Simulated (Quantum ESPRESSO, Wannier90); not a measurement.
Wannier functions of CaO (rock salt)

```yaml
crystal:
  lattice:
    - [0.00000, 2.40355, 2.40355]
    - [2.40355, 0.00000, 2.40355]
    - [2.40355, 2.40355, 0.00000]
  atoms:
    - { symbol: Ca, position: [0.00000, 0.00000, 0.00000] }
    - { symbol: O, position: [0.50000, 0.50000, 0.50000] }
```

Materials Project entry mp-2605; symmetrised, unrelaxed at this level. COD (Crystallography Open Database) has an entry of this formula and space group (matched by these alone). Level: PBEsol, no spin polarisation, no spin-orbit coupling; pw.x of Quantum ESPRESSO at 68 Ry with PseudoDojo potentials, 12×12×12 k-points, Wannier90. Density: 12×12×12 mesh, cold smearing 0.01 Ry.

Base run: 10 functions from bands 5-22 of the 22 computed, start hydrogen-like Ca: s;d; O: s;p, frozen window up to 5.06 eV relative to the valence-band maximum, outer window open. One thing is changed at a time; window edges are relative to the valence-band maximum. The misfit compares interpolated bands with pw.x on a high-symmetry path, for states up to 4.6 eV relative to the valence-band maximum. Converged means that the tolerances were met: symmetric starts can stop on a saddle, which shows as a larger Ω_OD at equal Ω_I and can move the misfit too.

| setting | functions | frozen to (eV) | Ω_I (Å²) | Ω_D (Å²) | Ω_OD (Å²) | rms misfit (meV) | worst (meV) | ended |
|---|---|---|---|---|---|---|---|---|
| base | 10 | 5.06 | 10.32 | 0.00 | 1.04 | 3.9 | 62 | converged |
| frozen window to 6.06 eV | 10 | 6.06 | 11.24 | 0.00 | 1.17 | 1.4 | 10 | converged |
| frozen window to 7.06 eV | 10 | 7.06 | 12.34 | 0.00 | 1.52 | 0.8 | 4.5 | converged |
| frozen window to 4.06 eV | 10 | 4.06 | 9.79 | 0.00 | 1.00 | 101 | 1292 | converged |
| frozen window to 13.66 eV | 10 | 13.66 | – | – | – | – | – | stops: too many frozen states |
| no frozen window | 10 | none | 8.27 | 0.00 | 0.79 | 1536 | 4976 | converged |
| outer window to 12.77 eV | 10 | 5.06 | – | – | – | – | – | stops: too few bands in the window |

Runs of this sweep that didn't settle are not listed.
